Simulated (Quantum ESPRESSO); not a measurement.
# Strain and stress in GaInMgAlP4

These are calculations, not measurements. They come from pw.x of Quantum ESPRESSO 7.5, a plane-wave density functional program, with PseudoDojo standard norm-conserving files (v0.5 for PBE, v0.4.1 for LDA and PBEsol). The cells are made up: elements, strain and atom displacements were drawn at random, and nothing was relaxed. There is no spin polarisation, spin-orbit coupling or dispersion term.

The cell has 8 sites of a zincblende or diamond lattice. Sites 1 to 4 hold Ga In Mg Al; sites 5 to 8 hold P P P P. Cell vectors in Å: (5.836, 0.068, -0.091); (0.068, 5.698, -0.025); (-0.091, -0.025, 5.744). Settings: PBE, cutoff 1143 eV, 6 x 6 x 6 k mesh shifted by half a step, Fermi-Dirac smearing of 0.1 eV.

Each run adds a strain along z to one cell, with the atoms carried along; the vectors above are those of run 4. Stress is positive in tension and P is minus a third of its trace. E is the free energy for each atom above the lowest run shown.

| run | strain (%) | s_xx (GPa) | s_yy (GPa) | s_zz (GPa) | s_xy (GPa) | P (GPa) | E (meV/atom) |
| --- | --- | --- | --- | --- | --- | --- | --- |
| 1 | -1.98 | 0.09 | -0.26 | -0.73 | 1.09 | 0.30 | 0.52 |
| 2 | -1.03 | 0.62 | 0.26 | 0.01 | 1.04 | -0.30 | 0.00 |
| 3 | -0.57 | 0.87 | 0.50 | 0.36 | 1.02 | -0.57 | 0.13 |
| 4 | 0.03 | 1.18 | 0.80 | 0.81 | 0.99 | -0.93 | 0.62 |
| 5 | 0.82 | 1.58 | 1.19 | 1.39 | 0.96 | -1.39 | 1.93 |
| 7 | 2.37 | 2.30 | 1.88 | 2.51 | 0.89 | -2.23 | 6.42 |
| 6 | 1.93 | ? | ? | ? | ? | ? | ? |

A rerun of one of these cells at 1437 eV and k mesh 8 x 8 x 8 moved values by no more than 0.004 eV in the cell's energy, 0.02 GPa in stress and 0.004 eV/Å in force.

## Worked fit

A parabola through the six runs shown gives s_zz = 0.79 + 0.75 e - 0.009 e² GPa, with e in per cent and a scatter of 0.01 GPa. The slope is a stiffness of 75 ± 1 GPa for each unit of this strain at e = 0. The atoms are clamped, and relaxing them would in general lower it. The error is the larger of the fit's own and the change that a cubic makes, rounded up.

## Withheld run

Question: what s_zz should run 6 give?

The fit gives 2.20 GPa. The calculation gave 2.20 GPa.

```
run,strain (%),s_xx (GPa),s_yy (GPa),s_zz (GPa),s_xy (GPa),P (GPa),E (meV/atom)
6,1.93,2.10,1.69,2.20,0.91,-2.00,4.89
```